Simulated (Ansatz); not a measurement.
GaAs:
```xyz
2
Lattice="0.0000 2.8722 2.8722 2.8722 0.0000 2.8722 2.8722 2.8722 0.0000" Properties=species:S:1:pos:R:3 pbc="T T T"
As     4.3084     4.3084     4.3084
Ga     0.0000     0.0000     0.0000
```

Cartesian axes are those of the cell as given.

### Question
Give the high-frequency dielectric tensor and the Born effective charge tensors of the independent atoms from DFPT, DFT-PBE in the program Ansatz with PAW potentials.

### Answer

ε∞:
```
15.8  0.00  0.00
0.00  15.8  0.00
0.00  0.00  15.8
```
Z* of atom 1 (As), rows: field, columns: displacement, in e:
```
-2.21   0.00   0.00
 0.00  -2.21   0.00
 0.00   0.00  -2.21
```
Z* of atom 2 (Ga), rows: field, columns: displacement, in e:
```
2.21  0.00  0.00
0.00  2.21  0.00
0.00  0.00  2.21
```

Static charges for comparison (Bader): As1 -0.68, Ga2 +0.68 e. Born charges measure polarisation by displacement and can exceed these by far.

Space group F-43m (zinc blende). The cell was relaxed with PBE under the symmetry of its start. Spin–orbit coupling is left out wherever it is not named.

Potentials: the later of the program's two PAW sets.
